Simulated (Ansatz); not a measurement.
Na:
```xyz
2
Lattice="3.6997 0.0000 0.0000 -1.8499 3.2040 0.0000 0.0000 0.0000 6.1356" Properties=species:S:1:pos:R:3 pbc="T T T"
Na     0.0000     2.1360     1.5339
Na     1.8499     1.0680     4.6017
```

Relaxed with PBEsol. Special points in fractions of this cell's reciprocal vectors: Γ (0.000, 0.000, 0.000); M (0.500, 0.000, 0.000); K (0.333, 0.333, 0.000); A (0.000, 0.000, 0.500); L (0.500, 0.000, 0.500); H (0.333, 0.333, 0.500).

### Question
List the band energies nearest the Fermi level at these points for plane-wave PAW PBEsol (Ansatz code).

### Answer
In eV from the Fermi level; about four levels below and three above (degenerate sets whole), none deeper than 8.9 eV; … stands for higher levels left out; points with the same levels are listed once.

```csv
k,below,above
Γ,-3.31,0.48 0.90 10.21 10.21
M,–,0.27 0.42 3.85
K,–,1.34 1.58 1.58
A,-2.29 -2.29,5.42 5.42 …
L,–,1.08 1.08 1.59 1.59
H,–,2.12 2.12 2.27 2.27
```

Space group P6_3/mmc (hcp (Mg type)). The first step of the workflow began from a Materials Project structure, measured or hypothetical; the Crystallography Open Database files this formula in space group No. 194, but the cells were not matched. It is not the phase usual at ambient conditions (space group No. 229). The PBEsol relaxation kept the symmetry of its start; whether a distortion lowers the energy is not shown.

Potentials: the later of the program's two PAW sets.
